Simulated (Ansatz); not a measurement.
RbBr (rock salt, space group No. 225), r²SCAN in the plane-wave PAW code Ansatz. The conduction-band minimum lies at Γ, with 1 equivalent valley. Second derivatives d²E/dk² of the lowest band at one valley (eV·Å²), along Cartesian directions:

```json
[
 {"direction": "[100]", "d²E/dk²": "19.84"},
 {"direction": "[010]", "d²E/dk²": "19.84"},
 {"direction": "[001]", "d²E/dk²": "19.84"},
 {"direction": "[110]", "d²E/dk²": "19.84"},
 {"direction": "[101]", "d²E/dk²": "19.84"},
 {"direction": "[011]", "d²E/dk²": "19.84"}
]
```

Find the principal effective masses, the density-of-states mass and the conductivity mass.

Off-diagonal terms follow from H_xy = H[110] − (H_xx + H_yy)/2, and m*/mₑ = 7.620 eV·Å² over each eigenvalue: 0.38, 0.38, 0.38. One valley's DOS mass (m₁m₂m₃)^(1/3) = 0.38, conductivity mass 3/(Σ 1/mᵢ) = 0.38 mₑ.

What effective density of states Nc follows at 300 K for parabolic valleys?

Nc = 2.509e19 × 1 × (0.38)^(3/2) ≈ 5.9e18 cm⁻³.

With the computed static dielectric constant 4.80 (mean of the diagonal), estimate a hydrogenic donor's binding energy and radius.

E = 13.606 eV × 0.38/4.80² ≈ 220 meV; a = 0.529 Å × ε/m* ≈ 6.7 Å. Semilocal masses tend to be too small where the gap is.

With ε∞ = 2.41 and ω_LO = 124 cm⁻¹, what Fröhlich coupling constant follows?

α = (1/ε∞ − 1/ε0) √(m* × 13.606 eV/ħω_LO) = 3.8.

Space group Fm-3m (rock salt). The cell was relaxed with r²SCAN under the symmetry of its start; phonons on a q-mesh show no instability. Scalar-relativistic: spin–orbit coupling is off unless named, which matters more the heavier the elements.

Potentials: the later of the program's two PAW sets.
